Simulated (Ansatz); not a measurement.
BaTiS3 in space group P6_3cm (No. 185; Pearson symbol hP30), plane-wave PAW r²SCAN (Ansatz code), all energies at zero smearing, with the estimated change up to a 700 eV cutoff added, with one set of potentials and settings (totals compare only within such a set). Cell of 30 atoms (6 Ba, 6 Ti, 18 S): -67176.264 eV.

| element | reference phase | E (eV/atom) |
|---|---|---|
| Ba | Im-3m, 1 atoms in the cell | -5964.4614 |
| Ti | P6/mmm, 3 atoms in the cell | -2504.3896 |
| S | P2/c, 32 atoms in the cell | -905.8156 |

Formation energy per atom, worked out: (-67176.264 − 6×(-5964.4614) − 6×(-2504.3896) − 18×(-905.8156))/30 = -1.949 eV/atom (-188 kJ per mol of atoms), at 0 K, without zero-point energy or fitted corrections.

The start of the workflow was typed in or built on a structure type; neither database checked (COD, Materials Project) lists it. COD files the formula under space group No. 194, so this cell is another polymorph or a model. Its standing as an ambient phase is unchecked. Symmetry was held in the r²SCAN relaxation; its stability against distortions is not shown here. The workflow began spin-polarised and lost its moments. The references are the lowest solids computed at this level, not always the standard phases. Spin–orbit coupling is left out wherever it is not named.

Potentials: the later of the program's two PAW sets.
